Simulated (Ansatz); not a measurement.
AlN:
Space group P6₃/mmc (No. 194); a = 3.2923 Å, b = 3.2923 Å, c = 4.1369 Å, α = 90.00°, β = 90.00°, γ = 120.00°

| atom | site | symmetry | x | y | z |
|---|---|---|---|---|---|
| Al | 2d | -6m2 | 0.6667 | 0.3333 | 0.2500 |
| N | 2c | -6m2 | 0.3333 | 0.6667 | 0.2500 |

Relaxed with r²SCAN.

Problem. Tabulate the valence density and the electron localisation function along the shortest Al–Al contact (2.81 Å), the program Ansatz at the r²SCAN level (PAW).

Solution. 

| distance from Al (Å) | density (e/Å³) | ELF |
|---|---|---|
| 0.28 | 0.06 | 0.01 |
| 0.42 | 0.07 | 0.01 |
| 0.56 | 0.10 | 0.02 |
| 0.70 | 0.16 | 0.08 |
| 0.84 | 0.20 | 0.15 |
| 0.98 | 0.23 | 0.18 |
| 1.12 | 0.24 | 0.19 |
| 1.26 | 0.24 | 0.18 |
| 1.40 | 0.24 | 0.18 |
| 1.55 | 0.24 | 0.18 |
| 1.69 | 0.24 | 0.19 |
| 1.83 | 0.23 | 0.18 |
| 1.97 | 0.20 | 0.15 |
| 2.11 | 0.16 | 0.08 |
| 2.25 | 0.10 | 0.02 |
| 2.39 | 0.07 | 0.01 |
| 2.53 | 0.06 | 0.01 |

The density is the valence pseudo-density with augmentation charge, so density and ELF within about 1 Å of a nucleus are not all-electron values.

Space group P6_3/mmc. The first step of the workflow began from a Materials Project structure, measured or hypothetical; the Crystallography Open Database copy checked does not list it. It is not the phase usual at ambient conditions (space group No. 186, 216). The r²SCAN relaxation kept the symmetry of its start; its stability against distortions is not shown here.

Potentials: the later of the program's two PAW sets.
